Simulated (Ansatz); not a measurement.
A geometry of WSe$_{2}$ away from equilibrium: step 2 of the relaxation of a relaxed WSe2 cell, doubled along one cell vector, shaken by Gaussian noise of σ = 0.08 Å a coordinate. Level of theory: r2SCAN (plane waves to 500 eV, PAW, scalar-relativistic; Ansatz, a program for electronic structure). Γ-centred k-mesh 8×8×1 on the run's cell (coarser than for final values), Fermi–Dirac smearing 0.05 eV.

```
CELL_PARAMETERS angstrom
      3.30537    -0.00099    -0.00363
     -1.65354     2.86702    -0.01272
     -0.03003    -0.13880    27.20239
ATOMIC_POSITIONS crystal
  W  0.30159 0.64010 0.12398
  W  0.34012 0.68525 0.62546
  W  0.68000 0.36120 0.37543
  W  0.64110 0.29916 0.87824
  Se 0.34412 0.69512 0.31376
  Se 0.29920 0.62306 0.81580
  Se 0.63353 0.30544 0.06266
  Se 0.67901 0.34924 0.56286
  Se 0.64725 0.31209 0.18464
  Se 0.66031 0.33842 0.68201
  Se 0.36297 0.72332 0.43561
  Se 0.31450 0.63911 0.93676
```

Question: Predict the force on each atom, in eV/Å.

Answer: 
```tsv
atom	Fx	Fy	Fz
W1	0.29	0.12	-0.27
W2	-0.04	-0.62	-2.70
W3	-0.03	0.84	-0.66
W4	0.00	-0.07	-1.65
Se5	0.05	-0.18	0.17
Se6	0.08	0.09	0.42
Se7	-0.02	-0.12	0.06
Se8	-0.22	-0.06	0.39
Se9	-0.27	0.01	0.23
Se10	0.26	0.68	2.34
Se11	-0.02	-0.67	0.47
Se12	-0.08	-0.02	1.20
```

Question: What is the pressure?

Answer: +2.3 GPa, compression positive.

Question: How much energy per atom can still be gained by relaxing?

Answer: 0.02 eV/atom; the path ends in P6₃/mmc (No. 194) (AFLOW prototype AB2_hP6_194_c_f (C7, as in MoS2)).

No spin polarisation in the result. No dispersion correction is included, so spacings between layers, chains or molecules are soft and tend to come out too large.
